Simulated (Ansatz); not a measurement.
**PbO: do energies and stresses tell the same story?**

These are results of DFT PBE+D3(BJ), scalar-relativistic, plane waves, PAW (Ansatz), not measurements.

Settings: cutoff 420 eV, Γ-centred mesh 8×8×6 on the computed 4-atom cell, Gaussian smearing of 0.02 eV; no spin polarisation.

Relaxed cell: P4/nmm, a = 4.034 Å, b = 4.034 Å, c = 4.993 Å, α = 90.00°, β = 90.00°, γ = 90.00°, 4 atoms in the primitive cell. Whether it is the stable form of this composition wasn't checked.

Energies at zero smearing and pressures from the stress tensor, at volumes with shape and atoms relaxed:
| V (Å³/atom) | E − E(first) (meV/atom) | P (GPa) |
| --- | --- | --- |
| 17.880 | 0.00 | 4.44 |
| 18.489 | -13.59 | 2.92 |
| 19.099 | -22.05 | 1.69 |
| 19.708 | -26.47 | 0.75 |
| 20.318 | -27.79 | 0.00 |
| 20.927 | -26.71 | -0.60 |
| 21.537 | -23.94 | -0.93 |
| 22.349 | -18.35 | -1.32 |

**Question.** Check P = −dE/dV between neighbouring volumes, and get the bulk modulus from the pressures alone.

**Answer.** With 1 eV/Å³ = 160.2 GPa:
```json
{"middle V (Å³/atom)": "18.184", "−ΔE/ΔV (GPa)": "3.573", "mean P (GPa)": "3.678"}
{"middle V (Å³/atom)": "18.794", "−ΔE/ΔV (GPa)": "2.224", "mean P (GPa)": "2.303"}
{"middle V (Å³/atom)": "19.403", "−ΔE/ΔV (GPa)": "1.162", "mean P (GPa)": "1.220"}
{"middle V (Å³/atom)": "20.013", "−ΔE/ΔV (GPa)": "0.346", "mean P (GPa)": "0.377"}
{"middle V (Å³/atom)": "20.622", "−ΔE/ΔV (GPa)": "-0.283", "mean P (GPa)": "-0.299"}
{"middle V (Å³/atom)": "21.232", "−ΔE/ΔV (GPa)": "-0.729", "mean P (GPa)": "-0.765"}
{"middle V (Å³/atom)": "21.943", "−ΔE/ΔV (GPa)": "-1.102", "mean P (GPa)": "-1.123"}
```

The two differ by 0.11 GPa at most. The mean of two end pressures misses the average over a step by about ΔV² P″/12, up to 0.03 GPa here; with that taken off 0.08 GPa remains, from the finite cutoff, the mesh or the relaxation's tolerance. Around V = 20.318 Å³/atom, the two neighbours give B = −V ΔP/ΔV = 20.318 × 1.35 / 1.219 = 22.6 GPa, against B0 = 20.4 GPa from the Birch–Murnaghan fit of the energies.

Spin–orbit coupling is left out, which can shift energies with elements as heavy as these.